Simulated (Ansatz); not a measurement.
A surface is cut from this relaxed crystal of Cu:

```
Cu
1.0
     2.52059    0.00000    0.00000
    -1.26030    2.18290    0.00000
     0.00000    0.00000    4.11652
Cu
2
Cartesian
  0.0000 1.4553 1.0291
  1.2603 0.7276 3.0874
```

Miller indices refer to the conventional cell of P6_3/mmc (No. 194), a = 2.521 Å, b = 2.521 Å, c = 4.117 Å, α = 90.00°, β = 90.00°, γ = 120.00°.

The (001) slab of 7 planes, 12.3 Å thick with 15 Å of vacuum as cut; outer planes Cu (top) and Cu (bottom).

Method: Ansatz 0.2.0, DFT PBEsol, scalar-relativistic, plane waves, PAW. Plane waves to 420 eV, a k mesh through Γ of 15×15×1 on the computed 7-atom cell and Gaussian smearing (0.10 eV); no spin polarisation. A dipole correction removes the field between periodic images along c.

With the atoms at the bulk's places:

| Item | Value |
| --- | --- |
| Surface energy (mean of both faces) | 1.61 J/m² |
| Work function | 4.95 eV |

Question: What changes when all atoms relax within this surface cell and its symmetry?

Answer: The energy falls by 0.003 J/m² a face, and the largest move is 0.02 Å.

```yaml
Surface_energy_mean_of_both_faces: 1.61 J/m²
Work_function: 4.94 eV
```

```tsv
plane (bottom to top)	atoms	spacing to next, bulk (Å)	relaxed (Å)	change (%)
1	Cu	2.058	2.041	-0.8
2	Cu	2.058	2.064	+0.3
3	Cu	2.058	2.068	+0.5
4	Cu	2.058	2.068	+0.5
5	Cu	2.058	2.064	+0.3
6	Cu	2.058	2.041	-0.8
7	Cu
```

The reference crystal is a form of Cu, which isn't its usual structure.